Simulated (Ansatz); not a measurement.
Ag:
```yaml
crystal:
  lattice:
    - [2.90765, 0.00000, 0.00000]
    - [-1.45383, 2.51810, 0.00000]
    - [0.00000, 0.00000, 9.46323]
  atoms:
    - { symbol: Ag, position: [0.00000, 0.00000, 0.00000] }
    - { symbol: Ag, position: [0.00000, 0.00000, 0.50000] }
    - { symbol: Ag, position: [0.33333, 0.66667, 0.25000] }
    - { symbol: Ag, position: [0.66667, 0.33333, 0.75000] }
```

Relaxed with r²SCAN.

### Question
Map the electron localisation function on the plane through (0.000, 0.000, 0.000) spanned by u = [1, 1, 0] and v = [1, -1, 0] in lattice vectors, from DFT-r²SCAN in the program Ansatz with PAW potentials.

### Answer
x is the fraction of u, y of v (the angle between them is 90°; rows are the nearest grid lines); atoms in the plane: Ag at (0.00, 0.00), Ag at (0.50, 0.50).
```
|@%*=-:     :-=*%@|
|%#+=-:     :-=+#%|
|*+==-.     .-==+*|
|===-:       :-===|
|--:.         .:--|
|..             ..|
|                 |
|     ..:::..     |
|    .:--=--:.    |
|   .:-=+++=-:.   |
|   .-=+*#*+=-.   |
|   :-=*%@%*=-:   |
|   :-=*%@%*=-:   |
|   .-=+*#*+=-.   |
|   .:-=+++=-:.   |
|    .:--=--:.    |
|     ..:::..     |
|                 |
|..             ..|
|--:.         .:--|
|===-:       :-===|
|*+==-.     .-==+*|
|%#+=-:     :-=+#%|
|@%*=-:     :-=*%@|
```
Scale: ten equal steps from 0.149 (start of ' ') to 0.880 (end of '@'), in the order ' .:-=+*#%@'; x runs from 0.000 to 1.00, y from 0.000 (bottom) to 1.00 (top).

The density is the valence pseudo-density with augmentation charge, so density and ELF within about 1 Å of a nucleus are not all-electron values.

Space group P6_3/mmc (dhcp (α-La type)). The first step of the workflow began from a Materials Project structure, measured or hypothetical; the Crystallography Open Database files this formula in space group No. 194, but the cells were not matched. It is not the phase usual at ambient conditions (space group No. 225). The cell was relaxed with r²SCAN under the symmetry of its start; its stability against distortions is not shown here. No spin polarisation was allowed.

Potentials: the earlier of the program's two PAW sets.
